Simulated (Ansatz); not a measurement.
Simulated powder pattern, Fe Kα, λ = 1.93735 Å (kinematic, ideal powder, no thermal factors, no anomalous dispersion; the 30 strongest lines at most, above 1 %, up to 2θ = 90°):

```
2θ (°)  I/Imax (%)
------  ----------
45.00          100
51.37           17
54.56          7.4
75.61           15
78.22           27
```

The pattern belongs to a structure relaxed with the program Ansatz at the PBEsol level (PAW).

**Question.** Which of these materials gives this?
A. CaO, zinc blende
B. NiO, CsCl type
C. CoO, I-4m2 (Co on 2a, O on 2d)
D. ZnIn2O4, I-4 (In on 2b, In on 2d, Zn on 2a, O on 8g)

**Answer.** C, CoO, I-4m2 (Co on 2a, O on 2d)

**Question.** Give the lattice parameters.

**Answer.** a = 3.161 Å, c = 4.227 Å.

The start of the workflow was typed in or built on a structure type; neither database checked (COD, Materials Project) lists it. It is not the phase usual at ambient conditions (space group No. 225). The PBEsol relaxation kept the symmetry of its start, as lowered by the spin order; whether a distortion lowers the energy is not shown. Magnetic state: antiferromagnetic, chosen from 5 collinear starts compared on coarse meshes (ties went to the first, and starts can fall back to one state), not a proven ground state. No Hubbard U is applied.

Potentials: the earlier of the program's two PAW sets.
